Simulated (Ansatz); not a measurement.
CuI:
```cif
data_Cu2I2
_chemical_formula_sum 'Cu2 I2'
_space_group_name_H-M_alt 'P4/nmm :1'
_space_group_IT_number 129
_space_group_name_Hall 'P 4ab 2ab -1ab'
_cell_length_a 4.07026
_cell_length_b 4.07026
_cell_length_c 6.40131
_cell_angle_alpha 90.000
_cell_angle_beta 90.000
_cell_angle_gamma 90.000
loop_
_space_group_symop_operation_xyz
  'x, y, z'
  '-y+1/2, x+1/2, z'
  '-x, -y, z'
  'y+1/2, -x+1/2, z'
  'x+1/2, -y+1/2, -z'
  '-y, -x, -z'
  '-x+1/2, y+1/2, -z'
  'y, x, -z'
  '-x+1/2, -y+1/2, -z'
  'y, -x, -z'
  'x+1/2, y+1/2, -z'
  '-y, x, -z'
  '-x, y, z'
  'y+1/2, x+1/2, z'
  'x, -y, z'
  '-y+1/2, -x+1/2, z'
loop_
_atom_site_label
_atom_site_type_symbol
_atom_site_symmetry_multiplicity
_atom_site_Wyckoff_symbol
_atom_site_fract_x
_atom_site_fract_y
_atom_site_fract_z
_atom_site_occupancy
Cu1 Cu 2 b 0.50000 0.50000 0.50000 1
I1 I 2 c 0.00000 0.50000 0.23643 1
```

Relaxed with r²SCAN+D4. The program Ansatz at the r²SCAN+D4 level (PAW) gives a gap of 2.08 eV.

Q: What gap does HSE06 give on the same cell (Ansatz, PAW)?

A: 2.92 eV, 0.84 eV more. The hybrid was solved on a coarser mesh and at special points; the gap given is the minimum over both.

| k | v1 r²SCAN+D4 | c1 r²SCAN+D4 | v1 HSE06 | c1 HSE06 |
|---|---|---|---|---|
| Γ | 0.00 | 2.08 | 0.00 | 2.92 |
| Z | -0.35 | 3.66 | (withheld) | (withheld) |
| M | -1.10 | 2.89 | -1.69 | 3.80 |
| A | -1.01 | 4.39 | (withheld) | (withheld) |
| R | -0.48 | 2.64 | (withheld) | (withheld) |
| X | -0.51 | 4.13 | (withheld) | (withheld) |

Q: Top valence (v1) and lowest conduction level (c1) in eV from each method's valence maximum (which need not be a listed point): supply the withheld HSE06 values.

A: 
- X, v1 HSE06: -0.61
- X, c1 HSE06: 5.19
- R, v1 HSE06: -0.58
- R, c1 HSE06: 3.56
- A, v1 HSE06: -1.56
- A, c1 HSE06: 5.27
- Z, v1 HSE06: -0.42
- Z, c1 HSE06: 4.74

Cost on shared cores: the r²SCAN+D4 run (SCF on a 7×7×5 mesh, then bands and DOS) roughly 100 core-seconds, the HSE06 run (SCF on 5×5×3, then a few points) very roughly 5 core-minutes; the tasks are unlike.

The start of the workflow was typed in or built on a structure type; the Crystallography Open Database copy checked does not list it. It is not the phase usual at ambient conditions (space group No. 216). Symmetry was held in the r²SCAN+D4 relaxation; its stability against distortions is not shown here. The workflow began spin-polarised and lost its moments. Spin–orbit coupling is left out wherever it is not named.

Potentials: the earlier of the program's two PAW sets.
